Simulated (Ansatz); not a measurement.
Sheets of one type (MA2Z4 (octahedral core, outer Z over the far inner Z)-type), r²SCAN+D4 in the plane-wave PAW code Ansatz; HSE06 gaps on those cells.

```tsv
layer	a (Å)	thickness (Å)
ScP4Si2	3.566	9.50
ZrN4Si2	3.036	6.87
ScN4Si2	(withheld)	(withheld)
TiN4Si2	2.928	6.70
```

**Question.** Some entries are withheld; supply them.

**Answer.** 
- ScN4Si2, a (Å): 2.964
- ScN4Si2, thickness (Å): 7.00

Began spin-polarised and lost the moments: ScP4Si2, MA2Z4 (octahedral core, outer Z over the far inner Z)-type layer; ScN4Si2, MA2Z4 (octahedral core, outer Z over the far inner Z)-type layer. All cells were relaxed under the symmetry of their starts (and spin orders); stability against distortions was not tested throughout. Rows with no word on spin ran without spin polarisation. Scalar-relativistic: spin–orbit coupling is off unless named, which matters more the heavier the elements. Constructed layers (a layer type filled with these elements): ScP4Si2, MA2Z4 (octahedral core, outer Z over the far inner Z)-type layer; ZrN4Si2, MA2Z4 (octahedral core, outer Z over the far inner Z)-type layer; ScN4Si2, MA2Z4 (octahedral core, outer Z over the far inner Z)-type layer; TiN4Si2, MA2Z4 (octahedral core, outer Z over the far inner Z)-type layer.

Potentials: the later of the program's two PAW sets.
